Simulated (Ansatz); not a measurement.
BaTiO3 (tetragonal-perovskite type, space group P4mm)

```xyz
5
Lattice="3.9722 0.0000 0.0000 0.0000 3.9722 0.0000 0.0000 0.0000 4.1130" Properties=species:S:1:pos:R:3 pbc="T T T"
Ti     1.9861     1.9861     1.8605
Ba     0.0000     0.0000     3.8425
O      1.9861     1.9861     3.6818
O      1.9861     0.0000     1.6951
O      0.0000     1.9861     1.6951
```

Equation-of-state scan: isotropic scaling of the cell above, V₀ being its volume. The atoms relax within the cell's symmetry.

Computed with r2SCAN (plane waves to 500 eV, PAW, scalar-relativistic; Ansatz, an electronic-structure program). k mesh 8×8×8 (Γ-centred), Fermi-Dirac smearing 0.05 eV. Stress and pressure are positive under compression. BaTiO3 is run without spin polarisation. BaTiO3 was relaxed with its symmetry unable to fall.

At one point of the scan the stress tensor (GPa) is:

```
    9.7      0.0      0.0
    0.0      9.7      0.0
    0.0      0.0      6.0
```

**Question.** Which point is it?
A) V/V₀ = 0.900
B) V/V₀ = 0.925
C) V/V₀ = 0.950
D) V/V₀ = 0.975

**Answer.** C, V/V₀ = 0.950

(A scan under strain: stresses follow from slopes of the energy per volume, elastic moduli from its curvatures.)
